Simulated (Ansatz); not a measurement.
**What DFT gives for YbB$_{2}$**

```xyz
6
Lattice="0.0000 3.5205 0.0000 3.5205 0.0000 0.0000 1.7602 1.7602 -5.8009" Properties=species:S:1:pos:R:3 pbc="T T T"
B     1.7602    1.7602   -0.9664
B     3.5205    1.7602   -3.8669
B     3.5205    1.7602   -1.9340
B     3.5205    3.5205   -4.8345
Yb    0.0000    0.0000    0.0000
Yb    1.7602    3.5205   -2.9005
```

Level: PBE, non-collinear spin; 420 eV; 5×5×5 Γ-centred mesh; gaussian occupations (width 0.1384 eV); Ansatz 0.2.0, fixed geometry.

The state carries no moments; the state need not be the lowest.

**Question.** Is there a gap?

**Answer.** It is a metal, with about 7.9 states/eV a cell as the mean within 0.25 eV of the Fermi level, mostly Yb f (59 %), B p (23 %) and Yb d (16 %).

**Question.** Is it stable against the elements?

**Answer.** -0.20 eV an atom against the elements' usual phases (free molecules for gases, crystals otherwise, with no correction for O₂ or N₂), so it is bound against them; other compounds may still compete. Relaxing would lower it.

**Question.** What does the stress say?

**Answer.** The pressure is -5.7 GPa (compression positive), so with the atoms held at these fractions the cell would first shrink.

**Question.** Which element gives electrons and which takes them?

**Answer.** Bader charges in e: Yb +1.42, B -0.71. In the mean Yb gives up most and B takes most.

**Question.** Where is the largest force?

**Answer.** The largest is on B4 (and as large on other atoms): 0.33 eV/Å, components (0.00, 0.00, -0.33). It makes 0° with the line to a nearest neighbour, B1 at 1.93 Å, pointing towards it.

Origin: a known structure type with other elements, at an estimated volume, so it need not be a known compound. Caveats: the k mesh is coarse if the cell is a metal; f levels without a U or exact exchange are poorly placed.
